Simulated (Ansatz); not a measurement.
## Diamond alloy of Si and Sn (2 of 64 Si sites exchanged), 64 atoms

Ansatz, PAW, plane waves. PBEsol relaxation of volume and atoms (shape held) at the single k point (½, ½, ½); single points on the relaxed atoms at the Γ point alone, onto which points of the small cell's zone fold. Arrangement: random. No spin–orbit coupling unless named.

Relaxed structure:

```
CELL_PARAMETERS angstrom
10.94747 0.00000 0.00000
0.00000 10.94747 0.00000
0.00000 0.00000 10.94747
ATOMIC_POSITIONS crystal
Si 0.00154 0.99803 0.00019
Si 0.99986 0.99982 0.50012
Si 0.00002 0.49948 0.99985
Si 0.50010 0.99946 0.99981
Si 0.50004 0.99809 0.49861
Si 0.49140 0.50842 0.00875
Si 0.50005 0.49958 0.49976
Si 0.12525 0.12322 0.12374
Si 0.12462 0.12451 0.62512
Si 0.12457 0.62440 0.12507
Si 0.13392 0.63337 0.63388
Si 0.62531 0.12199 0.12773
Si 0.62343 0.12064 0.62255
Si 0.62356 0.62716 0.12636
Si 0.62515 0.62701 0.62230
Si 0.24996 0.24962 0.99968
Si 0.25144 0.24676 0.49874
Si 0.24879 0.75069 0.00043
Si 0.25260 0.75200 0.50040
Si 0.75887 0.24058 0.00907
Si 0.74721 0.24712 0.50023
Si 0.74995 0.74949 0.99967
Si 0.74765 0.75334 0.49858
Si 0.37386 0.37471 0.12614
Si 0.37255 0.37459 0.62229
Si 0.37496 0.87466 0.12512
Si 0.37639 0.87563 0.62505
Si 0.87767 0.37445 0.12748
Si 0.86881 0.36608 0.63117
Si 0.87496 0.87555 0.12366
Si 0.87515 0.87493 0.62492
Si 0.25006 0.99948 0.25002
Si 0.24860 0.99814 0.74986
Si 0.25102 0.49903 0.24869
Si 0.25249 0.49968 0.75273
Si 0.75001 0.99811 0.25122
Si 0.74980 0.99929 0.75026
Si 0.74731 0.49963 0.24756
Si 0.75609 0.50775 0.74353
Si 0.37632 0.12315 0.37492
Si 0.37218 0.12194 0.87448
Si 0.37479 0.62431 0.37513
Si 0.37369 0.62709 0.87663
Si 0.87485 0.12434 0.37523
Si 0.87756 0.12048 0.87672
Si 0.86623 0.63318 0.36623
Si 0.87752 0.62674 0.87458
Si 0.00131 0.24668 0.24863
Si 0.99962 0.24715 0.75290
Si 0.99950 0.75197 0.24758
Si 0.00140 0.75335 0.75250
Si 0.50020 0.24962 0.25016
Si 0.49089 0.24062 0.74108
Si 0.49969 0.75067 0.25127
Si 0.50018 0.74957 0.75017
Si 0.13386 0.36510 0.36616
Si 0.12485 0.37472 0.87516
Si 0.12481 0.87469 0.37527
Si 0.12519 0.87554 0.87637
Si 0.62484 0.37469 0.37514
Si 0.62369 0.87555 0.37486
Si 0.62508 0.87432 0.87497
Sn 0.00171 0.49962 0.49849
Sn 0.62359 0.37395 0.87638
```

Problem. What are the mean bond lengths by pair (pairs within 1.2 times the sum of covalent radii, less contacts 15 % beyond the pair's median; cation–cation pairs of compounds aside; long ionic contacts are cut short by that bound)?

Solution. Si–Si 2.360 ± 0.013 Å (standard deviation, 120 bonds); Si–Sn 2.530 ± 0.007 Å (standard deviation, 8 bonds).

Problem. What gap lies between the top filled and the lowest empty level in the single points?

Solution. HSE06 1.19 eV (24 s on NVIDIA GB300). An indirect band minimum needn't fold onto Γ of this cell; where it doesn't, these gaps are too wide.
